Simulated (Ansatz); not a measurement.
Computed with Ansatz (plane waves, PAW, 420 eV cutoff): PBE, scalar-relativistic, collinear spin, Γ-centred 8×8×8 mesh, 0.05 eV Gaussian smearing. The datasets are Ansatz's generated set soft_2.

A crystal of composition XNi3, relaxed at this level of theory, gives this pattern between 10° and 80°.

Cu Kα1 powder pattern (kinematic, no thermal factors).
```csv
2θ (°),relative intensity
22.24,2
31.65,2
39.02,100
45.37,48
66.11,29
79.52,33
```

**Question.** Which lattice and cell does the pattern come from?

**Answer.** Cubic, space group Pm-3m (No. 221), a = 3.995 Å, b = 3.995 Å, c = 3.995 Å, α = 90.00°, β = 90.00°, γ = 90.00°. The line positions fix the lattice at most, not the space group, and lines under 1 % of the strongest aren't listed; this is the group of the computed cell.

A compound XNi3 has these computed properties.

| Item | Value |
| --- | --- |
| Band gap | zero (metallic) |
| Density of states at the Fermi level | 1.0 states/(eV·atom) |
| Magnetic state | ferromagnetic |
| Site spin moments | Ni 0.40 μB |
| Spin moment of the cell | 1.08 μB |
| Bader charges | X 1.05; Ni -0.35 e |
| Formation energy from the elements (0 K, uncorrected) | 0.45 eV/atom (unstable against the elements) |
| Bulk modulus (Birch–Murnaghan) | 76 GPa |
| Pressure derivative B0′ | 4.6 |

Sites: X on 1a, Ni on 3c.

**Question.** Which element is X?
A. Zr
B. Y
C. Rb
D. Sr

**Answer.** D. X is Sr, so the compound is SrNi3.

This is a trial structure made by placing the elements on a prototype's sites, so it needn't be the stable form.

Site moments are of spin, integrated over atomic spheres. The moments were started parallel, and the real magnetic order may be another.
